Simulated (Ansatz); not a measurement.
The relaxed structure here is a generated cell of MnSi2: the first start was made by placing the elements on the sites of a structure type, and the end was not matched to a known phase here, so it may be hypothetical.

One stationary structure of MnSi₂. Space group Fd-3m (No. 227), AFLOW prototype AB2_cF48_227_c_e (as in Ti2C). Method: r2SCAN (plane waves to 500 eV, PAW, scalar-relativistic; Ansatz, a first-principles code).

```cif
data_Mn16Si32
_chemical_formula_sum 'Mn16 Si32'
_space_group_name_H-M_alt 'Fd-3m :1'
_space_group_IT_number 227
_space_group_name_Hall 'F 4d 2 3 -1d'
_cell_length_a 8.86576
_cell_length_b 8.86576
_cell_length_c 8.86576
_cell_angle_alpha 90.000
_cell_angle_beta 90.000
_cell_angle_gamma 90.000
loop_
_atom_site_label
_atom_site_type_symbol
_atom_site_symmetry_multiplicity
_atom_site_Wyckoff_symbol
_atom_site_fract_x
_atom_site_fract_y
_atom_site_fract_z
_atom_site_occupancy
Mn1 Mn 16 c 0.12500 0.12500 0.12500 1
Si1 Si 32 e 0.40174 0.40174 0.40174 1
```
(The calculation used a cell of 12 atoms; values per cell refer to that cell.)

**Question.** Estimate the magnetic moment that r2SCAN returns for this input.

**Answer.** Net 1.04 μB/atom, ferromagnetic.

Spin state reached: ferromagnetic (net 1.04 μB/atom), from parallel starting moments; other spin orders were not run from this start. r2SCAN tends to overstate moments in metals.

The run could not lose the symmetry of its start, so the end can be a saddle point.
